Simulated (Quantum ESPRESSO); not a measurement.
Field gradients of TiB2 from PBE PAW (JTH datasets; density from pw.x of a modified build of Quantum ESPRESSO, gradients reconstructed from it by a script). The input of pw.x:

```
&CONTROL
  calculation = 'scf'
  prefix = 'x'
  pseudo_dir = './pseudo'
  outdir = './out'
  tprnfor = .true.
/
&SYSTEM
  ibrav = 0
  nat = 3
  ntyp = 2
  ecutwfc = 40
  ecutrho = 160
  occupations = 'smearing'
  smearing = 'fd'
  degauss = 0.006
  nbnd = 16
/
&ELECTRONS
  mixing_beta = 0.4
  electron_maxstep = 150
  conv_thr = 1e-10
/
ATOMIC_SPECIES
Ti 47.867 Ti.GGA_PBE-JTH.UPF
B 10.810 B.GGA_PBE-JTH.UPF
CELL_PARAMETERS angstrom
    3.025929891715     0.000000000000     0.000000000000
   -1.512964945858     2.620532156296     0.000000000000
    0.000000000000     0.000000000000     3.228770000000
ATOMIC_POSITIONS crystal
Ti     0.000000000000     0.000000000000     0.000000000000
B      0.333333333333     0.666666666667     0.500000000000
B      0.666666666667     0.333333333333     0.500000000000
K_POINTS automatic
15 15 12 0 0 0
```
Geometry: a computed entry of the Materials Project; it was not checked against measured cells. It is TiB2 in P6/mmm. Stability against distortions was not tested. The run has no spin polarisation.

Vzz is the sum of three terms, each taken along its main axis: the smooth valence density, the ions (nucleus and frozen core) with the augmentation charges of all other spheres, and the all-electron minus smooth density in the atom's own sphere. The split hangs on the datasets.  Cores are frozen. Against all-electron runs on small test molecules, this scheme's |Vzz| missed by +19 % on B. Ti had no test against all-electron runs. This crystal comes out metallic or nearly gapless here; its field gradients are sensitive to mesh and smearing.

| site | smooth valence density | ions and other spheres | own sphere | Vzz (a.u.) |
|---|---|---|---|---|
| Ti (atom 1) | -0.033 | 0.050 | [?] | [?] |
| B (atoms 2, 3) | 0.147 | -0.125 | [?] | [?] |

Question: Some entries are withheld; supply them.

Answer: 
- Ti (atom 1), own sphere: 0.180
- Ti (atom 1), Vzz (a.u.): 0.197
- B (atoms 2, 3), own sphere: 0.026
- B (atoms 2, 3), Vzz (a.u.): 0.047
